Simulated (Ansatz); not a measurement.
Mg3Sb2 (A-La2O3 type, space group P-3m1)

```xyz
5
Lattice="4.5959 0.0000 0.0000 -2.2980 3.9802 0.0000 0.0000 0.0000 7.2716" Properties=species:S:1:pos:R:3 pbc="T T T"
Sb     0.0000     2.6535     1.6419
Sb     2.2980     1.3267     5.6296
Mg     0.0000     0.0000     0.0000
Mg     0.0000     2.6535     4.5983
Mg     2.2980     1.3267     2.6733
```

The volume is varied about the relaxed value V₀ at fixed cell shape. The atoms relax within the cell's symmetry.

These are PBE (plane waves to 420 eV, PAW, scalar-relativistic; Ansatz, a quantum-chemistry and plane-wave program) values and carry that method's errors. k mesh 12×12×7 (Γ-centred), Fermi-Dirac smearing 0.05 eV. E stands for the smeared free energy. Compression counts positive. With the shape held, the modulus is that of even scaling; a crystal free to change shape is softer. Mg3Sb2 was relaxed with its symmetry unable to fall. Spin-orbit coupling is left out, though Sb is heavy. ΔE is measured from the relaxed starting cell.

```tsv
V (Å³/atom)	ΔE (meV/atom)
23.943	41.9
24.386	withheld
24.830	17.5
25.273	9.5
25.716	4.1
26.160	1.0
26.603	0.0
27.047	0.9
27.490	3.6
27.933	7.9
28.377	13.8
28.820	20.9
29.263	29.3
```

Problem. Fit a third-order Birch-Murnaghan form (E₀, V₀, B₀, B₀′ free) to the given rows and predict ΔE at V = 24.386.

Solution. Least squares on the 12 given rows: ΔE = E₀ + (9V₀B₀/16)·y²·[2 + (B₀′ − 4)y], y = (V₀/V)^(2/3) − 1, with V₀ = 26.605 Å³/atom, B₀ = 41.88 GPa (160.2 GPa = 1 eV/Å³; the term in eV is multiplied by 1000), B₀′ = 4.29, E₀ = -0.02 meV/atom; root-mean-square residual 0.02 meV/atom. At 24.386 the fit gives 28.2 meV/atom; the calculation gives 28.2 meV/atom, the same to the digits shown. For the pressure the fit gives 4.40 GPa against the computed 4.39 GPa.

(A scan under strain: stresses follow from slopes of the energy per volume, elastic moduli from its curvatures.)
